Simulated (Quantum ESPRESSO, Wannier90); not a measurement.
Wannier functions of NaCl (rock salt)

```xyz
2
Lattice="0.0000 2.7941 2.7941 2.7941 0.0000 2.7941 2.7941 2.7941 0.0000" Properties=species:S:1:pos:R:3 pbc="T T T"
Na     0.0000     0.0000     0.0000
Cl     2.7941     2.7941     2.7941
```

Cell from Materials Project (mp-22862), symmetrised, no further relaxation. COD (Crystallography Open Database) has an entry of this formula and space group (matched by these alone). Computed values, not measurements, from PBE: Quantum ESPRESSO (norm-conserving PseudoDojo potentials, cutoff 71 Ry, no spin polarisation, no spin-orbit coupling) on a Γ-centred 10×10×10 mesh, then Wannier90. Density: 10×10×10 mesh, cold smearing 0.01 Ry.

A tight-binding model is made by disentanglement and projection with no localisation steps (num_iter = 0), so the 8 orbitals stay atom-like: hydrogen-like Na: s;p; Cl: s;p, axes along x, y, z; frozen window up to 6.72 eV relative to the valence-band maximum. It follows pw.x to 1.3 meV rms for states up to 6.2 eV relative to the valence-band maximum. Matrix elements depend on this choice of orbitals and windows.

### Question
Which pairs of orbitals on different sites are coupled most strongly? Give distance, modulus and how many such pairs a cell has.

### Answer
```
orbital  orbital  distance of the centres (Å)  modulus (eV)  pairs
-------  -------  ---------------------------  ------------  -----
Cl pz      Na pz                         2.79          1.79      2
Cl px      Na px                         2.79          1.79      2
Cl py      Na py                         2.79          1.79      2
Cl pz       Na s                         2.79          1.20      2
Cl py       Na s                         2.79          1.20      2
Cl px       Na s                         2.79          1.20      2
Cl s       Na pz                         2.79          0.72      2
Cl s       Na py                         2.79          0.72      2
Cl s       Na px                         2.79          0.72      2
Na px      Na px                         5.59          0.63      1
Na pz      Na pz                         5.59          0.63      1
Na py      Na py                         5.59          0.63      1
Cl s        Na s                         2.79          0.40      6
Na px       Na s                         5.59          0.40      2
Na pz       Na s                         5.59          0.40      2
Na py       Na s                         5.59          0.40      2
Cl py      Na py                         2.79          0.38      4
Cl px      Na px                         2.79          0.38      4
Cl pz      Na pz                         2.79          0.38      4
Na pz      Na pz                         3.95          0.37      4
Na px      Na px                         3.95          0.37      4
Na py      Na py                         3.95          0.37      4
Na px      Na py                         3.95          0.32      4
Na py      Na pz                         3.95          0.32      4
Na px      Na pz                         3.95          0.32      4
Na pz       Na s                         3.95          0.23      8
Na px       Na s                         3.95          0.23      8
Na py       Na s                         3.95          0.23      8
Na s        Na s                         5.59          0.23      3
Cl pz      Cl pz                         5.59          0.14      1
```
